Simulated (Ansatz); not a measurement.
All numbers below come from DFT PBE, scalar-relativistic, plane waves, PAW in Ansatz 0.2.0. All cells share a 420 eV cutoff and Γ-centred k meshes spaced at most about 0.3 Å⁻¹ (about 0.25 or finer for metals, 2π included). Collinear spin in cells that started with moments and kept them past the coarse steps, no spin elsewhere.

All energies are static (0 K, no zero-point motion).

Two relaxed structures of ZrWS₃:

A. (site moments under 0.1 μB)

```
CELL_PARAMETERS angstrom
2.32565 -5.61839 0.00000
2.32565 5.61839 0.00000
0.00000 0.00000 4.97443
ATOMIC_POSITIONS crystal
Zr 0.50000 0.50000 0.00000
W 0.50000 0.50000 0.50000
S 0.28216 0.71784 0.50000
S 0.71784 0.28216 0.50000
S 0.00000 0.00000 0.50000
```

B. (no spin)

```
CELL_PARAMETERS angstrom
3.84057 0.00000 0.00000
-1.92028 3.32603 0.00000
0.00000 0.00000 7.98362
ATOMIC_POSITIONS crystal
Zr 0.33333 0.66667 0.50000
W 0.00000 0.00000 0.00000
S 0.00000 0.00000 0.31404
S 0.00000 0.00000 0.68596
S 0.33333 0.66667 0.00000
```

**Question.** Which form is favoured at zero pressure, and by what margin per atom?

**Answer.** B is lower, by 1.26 eV/atom. A has space group Cmmm (No. 65), 26.0 Å³/atom and no gap on its mesh; B has space group P-6m2 (No. 187), 20.4 Å³/atom and no gap. Counting S atoms around W and Zr (those within 1.25 times the shortest such distance or 1.15 times the sum of covalent radii; a plus sign parts nearer from farther groups; the shortest distance is added where it is long for a bond), A has Zr 8 from 3.4 Å, W 4 and B has Zr 6, W 3+2. The denser one is the lower, and pressure would at first widen the difference. In A, Zr is surrounded by 2 W at 2.49 Å and 8 S at 3.41–3.49 Å; W has 4 S at 2.33–2.45 Å and 2 Zr at 2.49 Å; S on a site of symmetry m2m has 2 S at 2.44 Å and 1 W at 2.45 Å; 1 more site not described. In B, Zr has 6 S at 2.67 Å; around W lie 3 S at 2.22 Å and 2 S at 2.51 Å; around S on a site of symmetry 3m lie 1 W at 2.51 Å, 3 Zr at 2.67 Å and 1 S at 2.97 Å; 1 more site not described. Both come from invented guesses.

These runs have no spin–orbit coupling, which can matter for W. A magnetic state wasn't ruled out in cells without spin, among them P-6m2. Cells relaxed within their symmetry can be saddle points.
